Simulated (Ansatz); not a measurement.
## Structure relaxation, Ti$_{3}$Al

The start is a relaxed Ti3Al cell with every coordinate shifted by Gaussian noise of σ = 0.2 Å. The structure is fully relaxed (lattice and positions, P = 0) with PBEsol (plane waves to 420 eV, PAW, scalar-relativistic; Ansatz, a program for electronic structure). First-step values are on the input's coarse k-mesh.

Ansatz input (later rounds restart from its end on a renewed k-mesh):
Ansatz 0.2 input:
```yaml
crystal:
  lattice:
    - [5.6872576805, 0, 0]
    - [-2.8436288403, 4.9253096292, 0]
    - [0, 0, 4.6078998698]
  atoms:
    - { symbol: Ti, position: [0.8131389788, 0.6891711918, 0.2692504881] }
    - { symbol: Ti, position: [0.1824452018, 0.8927128528, 0.8646753831] }
    - { symbol: Ti, position: [0.3812599049, 0.1779275802, 0.1968397159] }
    - { symbol: Ti, position: [0.2101476496, 0.3828671583, 0.7437980195] }
    - { symbol: Ti, position: [0.8913406808, 0.2329551865, 0.2031679849] }
    - { symbol: Ti, position: [0.6923751559, 0.8330350742, 0.761295063] }
    - { symbol: Al, position: [0.3842928184, 0.6822697679, 0.2960291669] }
    - { symbol: Al, position: [0.631436077, 0.2743379069, 0.7261025991] }
basis: { ecutwfc: 420, ecutrho_ratio: 4, xc_grid: 2, fft_grid_basis: typed }
kpoints: { mp_grid: { grid: [7, 7, 7] } }
hamiltonian:
  xc: pbesol
  dispersion: none
  pseudopotentials: { azcp: { folder: ./paw }, kind: paw }
scf: { occupations: { method: fermi_dirac, width: 0.05 } }
relax: { f_tol: 0.01, max_steps: 100, cell: { stress_tol: 0.02 } }
output: { forces: true, stress: true }
```

Task: How much energy is released per atom?

Result: 0.41 eV/atom.

Task: Is the parent structure recovered?

Result: The parent structure is recovered, P6₃/mmc (No. 194).

Task: How do the shortest distances between atoms change?

Result: The closest pairs of elements (up to four, under 3.6 Å), start → end: Ti–Ti 2.10 → 2.79 Å; Al–Ti 2.42 → 2.81 Å; Al–Al 3.54 → 4.01 Å.

Task: Is the relaxed structure metallic? Give its gap.

Result: Zero (metallic).

The end point of the relaxation:

```cif
data_Al2Ti6
_chemical_formula_sum 'Ti6 Al2'
_space_group_name_H-M_alt 'P63/mmc'
_space_group_IT_number 194
_space_group_name_Hall '-P 6c 2c'
_cell_length_a 5.68755
_cell_length_b 5.68755
_cell_length_c 4.60729
_cell_angle_alpha 90.000
_cell_angle_beta 90.000
_cell_angle_gamma 120.000
loop_
_atom_site_label
_atom_site_type_symbol
_atom_site_symmetry_multiplicity
_atom_site_Wyckoff_symbol
_atom_site_fract_x
_atom_site_fract_y
_atom_site_fract_z
_atom_site_occupancy
Ti1 Ti 6 h 0.33918 0.16959 0.25000 1
Al1 Al 2 c 0.33333 0.66667 0.25000 1
```

Final values are on a 10×10×10 k-mesh of the relaxed cell. The start holds a very short contact (Ti–Ti 2.10 Å). No spin polarisation in the result.
